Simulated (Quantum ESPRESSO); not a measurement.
Ir4TiScRu2, input and log of a self-consistent run

Computed values, not a measurement. The program is pw.x of Quantum ESPRESSO 7.5 (plane-wave density functional theory). The cell is made up: eight metal atoms on a hexagonal close-packed lattice, with elements, volume, strain and displacements drawn at random and not relaxed, so it may be unstable or far from any real phase. PseudoDojo standard norm-conserving files set the functional (PBE unless stated); there is no spin polarisation or spin-orbit coupling, the Fermi-Dirac width of 0.25 eV means electrons at about 2900 K, and the masses in the input are unused placeholders. Heavy elements are run without spin-orbit coupling, which real alloys of them have. A spin test at this wide smearing found no moment, but such smearing suppresses magnetism that the real alloy may have.

Input:

```
&control calculation='scf', pseudo_dir='./dojo.nc.sr.pbe.v0_5.standard.upf', outdir='./o', disk_io='minimal', tprnfor=.true., tstress=.true. /
&system ibrav=0, nat=8, ntyp=4, nbnd=80, ecutwfc=84.00895049, nosym=.true., tot_charge=0,
 occupations='smearing', smearing='fd', degauss=0.0183746611
/
&electrons conv_thr=1.470e-08, electron_maxstep=70, mixing_beta=0.5 /
ATOMIC_SPECIES
Ir 1.0 Ir.upf
Ru 1.0 Ru.upf
Sc 1.0 Sc.upf
Ti 1.0 Ti.upf
CELL_PARAMETERS angstrom
0.009 0.0289 4.3891
5.5132 -0.0281 0.0113
-2.7809 4.8367 0.0258
ATOMIC_POSITIONS angstrom
Ir -0.0471 -0.0004 0.1178
Ti -1.4256 2.3299 -0.0085
Sc 2.77 -0.0491 0.0454
Ir 1.4423 2.3224 0.0497
Ru -0.1328 1.5656 2.0804
Ru -1.389 3.9115 2.2955
Ir 2.7718 1.6947 2.0819
Ir 1.4153 4.0065 2.2162
K_POINTS automatic
5 5 5 1 1 1
```

The log is shortened where brackets say so; the opening notice, blank lines, dates and the lines on written files are dropped, and the path of the files is cut. It prints rydbergs, bohrs and kilobars, and counts compression as positive stress. Its total energy is the free energy E - TS of the whole cell.

```
     Program PWSCF v.7.5
     Parallel version (MPI & OpenMP), running on       4 processor cores
     Number of MPI processes:                 4
     Threads/MPI process:                     1
     [start-up lines left out]
     bravais-lattice index     =            0
     lattice parameter (alat)  =       8.2944  a.u.
     unit-cell volume          =     787.4625 (a.u.)^3
     number of atoms/cell      =            8
     number of atomic types    =            4
     number of electrons       =       123.00
     number of Kohn-Sham states=           80
     kinetic-energy cutoff     =      84.0090  Ry
     charge density cutoff     =     336.0358  Ry
     scf convergence threshold =      1.5E-08
     mixing beta               =       0.5000
     number of iterations used =            8  plain     mixing
     Exchange-correlation= PBE
                           (   1   4   3   4   0   0   0)
     [axes and pseudopotential details left out]
   Cartesian axes
     site n.     atom                  positions (alat units)
         1        Ir     tau(   1) = (  -0.0107309  -0.0000911   0.0268386  )
         2        Ti     tau(   2) = (  -0.3247969   0.5308251  -0.0019366  )
         3        Sc     tau(   3) = (   0.6310939  -0.0111865   0.0103436  )
         4        Ir     tau(   4) = (   0.3286017   0.5291164   0.0113232  )
         5        Ru     tau(   5) = (  -0.0302561   0.3566933   0.4739811  )
         6        Ru     tau(   6) = (  -0.3164583   0.8911638   0.5229877  )
         7        Ir     tau(   7) = (   0.6315040   0.3861064   0.4743229  )
         8        Ir     tau(   8) = (   0.3224502   0.9128078   0.5049207  )
     number of k points=    63  Fermi-Dirac smearing, width (Ry)=  0.0184
                       cart. coord. in units 2pi/alat
        k(    1) = (   0.0801044   0.1362768   0.0989408), wk =   0.0320000
        k(    2) = (   0.0810347   0.3183139   0.0977403), wk =   0.0320000
     [further k points left out]
     Dense  grid:    81945 G-vectors     FFT dimensions: (  50,  64,  64)
     Estimated max dynamical RAM per process >     364.90 MB
     Estimated total dynamical RAM >       1.37 GB
     Initial potential from superposition of free atoms
     starting charge     122.9936, renormalised to     123.0000
     Starting wfcs are   80 randomized atomic wfcs
     total cpu time spent up to now is       16.4 secs
     per-process dynamical memory:   290.6 Mb
     Self-consistent Calculation
     iteration #  1     ecut=    84.01 Ry     beta= 0.50
     Davidson diagonalization with overlap
     ethr =  1.00E-02,  avg # of iterations =  5.3
     total cpu time spent up to now is       64.2 secs
     total energy              =   -1539.30508196 Ry
     estimated scf accuracy    <       3.36875627 Ry
     iteration #  2     ecut=    84.01 Ry     beta= 0.50
     Davidson diagonalization with overlap
     ethr =  2.74E-03,  avg # of iterations =  3.0
     total cpu time spent up to now is      109.7 secs
     total energy              =   -1539.88208697 Ry
     estimated scf accuracy    <      20.75727497 Ry
     iteration #  3     ecut=    84.01 Ry     beta= 0.50
     Davidson diagonalization with overlap
     ethr =  2.74E-03,  avg # of iterations =  2.0
     total cpu time spent up to now is      156.2 secs
     total energy              =   -1541.21778118 Ry
     estimated scf accuracy    <       2.50198334 Ry
     iteration #  4     ecut=    84.01 Ry     beta= 0.50
     Davidson diagonalization with overlap
     ethr =  2.03E-03,  avg # of iterations =  1.1
     total cpu time spent up to now is      194.0 secs
     total energy              =   -1541.27693436 Ry
     estimated scf accuracy    <       0.48867298 Ry
     iteration #  5     ecut=    84.01 Ry     beta= 0.50
     Davidson diagonalization with overlap
     ethr =  3.97E-04,  avg # of iterations =  2.5
     total cpu time spent up to now is      231.0 secs
     total energy              =   -1541.27488271 Ry
     estimated scf accuracy    <       0.18376286 Ry
     [iterations 6 to 14 left out]
     iteration # 15     ecut=    84.01 Ry     beta= 0.50
     Davidson diagonalization with overlap
     ethr =  9.19E-10,  avg # of iterations =  2.7
     total cpu time spent up to now is      553.2 secs
     total energy              =   -1541.30745023 Ry
     estimated scf accuracy    <       0.00000346 Ry
     iteration # 16     ecut=    84.01 Ry     beta= 0.50
     Davidson diagonalization with overlap
     ethr =  9.19E-10,  avg # of iterations =  2.0
     total cpu time spent up to now is      583.4 secs
     total energy              =   -1541.30745041 Ry
     estimated scf accuracy    <       0.00000253 Ry
     iteration # 17     ecut=    84.01 Ry     beta= 0.50
     Davidson diagonalization with overlap
     ethr =  9.19E-10,  avg # of iterations =  1.0
     total cpu time spent up to now is      606.8 secs
     total energy              =   -1541.30745061 Ry
     estimated scf accuracy    <       0.00000006 Ry
     iteration # 18     ecut=    84.01 Ry     beta= 0.50
     Davidson diagonalization with overlap
     ethr =  5.15E-11,  avg # of iterations =  3.0
     total cpu time spent up to now is      632.7 secs
     total energy              =   -1541.30745061 Ry
     estimated scf accuracy    <       0.00000010 Ry
     iteration # 19     ecut=    84.01 Ry     beta= 0.50
     Davidson diagonalization with overlap
     ethr =  5.15E-11,  avg # of iterations =  1.4
     total cpu time spent up to now is      655.1 secs
     End of self-consistent calculation
     [lines on levels left out]
!    total energy              =   -1541.30745061 Ry
     estimated scf accuracy    <       0.00000001 Ry
     smearing contrib. (-TS)   =      -0.11503298 Ry
     internal energy E=F+TS    =   -1541.19241763 Ry
     The total energy is F=E-TS. E is the sum of the following terms:
     one-electron contribution =    -310.62468799 Ry
     hartree contribution      =     234.57237337 Ry
     xc contribution           =    -277.31115393 Ry
     ewald contribution        =   -1187.82894908 Ry
     convergence has been achieved in  19 iterations
     Forces acting on atoms (cartesian axes, Ry/au):
     atom    1 type  1   force =     0.03125507   -0.00898503   -0.08804948
     atom    2 type  4   force =     0.01813181    0.03475407   -0.01518127
     atom    3 type  3   force =    -0.02342758   -0.02089934   -0.01928280
     atom    4 type  1   force =    -0.07843861    0.03112907   -0.06248675
     atom    5 type  2   force =     0.07233994    0.01346557    0.06554776
     atom    6 type  2   force =     0.01159010    0.03948002   -0.00908017
     atom    7 type  1   force =    -0.01743524   -0.06160807    0.09267727
     atom    8 type  1   force =    -0.01401548   -0.02733629    0.03585544
     Total force =     0.222183     Total SCF correction =     0.000476
     Computing stress (Cartesian axis) and pressure
          total   stress  (Ry/bohr**3)                   (kbar)     P=      120.27
   0.00072725   0.00026201   0.00005661          106.98       38.54        8.33
   0.00026201   0.00067644  -0.00003706           38.54       99.51       -5.45
   0.00005661  -0.00003706   0.00104896            8.33       -5.45      154.31
     init_run     :     13.68s CPU     14.64s WALL (       1 calls)
     electrons    :    620.22s CPU    638.69s WALL (       1 calls)
     forces       :      4.05s CPU      4.05s WALL (       1 calls)
     stress       :     14.06s CPU     14.06s WALL (       1 calls)
     [timing details left out]
     PWSCF        :  10m53.85s CPU  11m13.35s WALL
     JOB DONE.
```

In other units: free energy -20970.556 eV for the cell, pressure 12.03 GPa, largest force component 2.383 eV/Å in size. The run took 676 s of wall time with four MPI processes on a shared machine (AMD EPYC, older, virtual cores), so the time is rough. A rerun of this cell at a higher cutoff and on a denser mesh moved values by no more than 0.007 eV in energy, 0.06 GPa in stress and 0.014 eV/Å in force, and a second program with other atomic files agreed on that cell to 2 % rms in force and 0.5 GPa in pressure.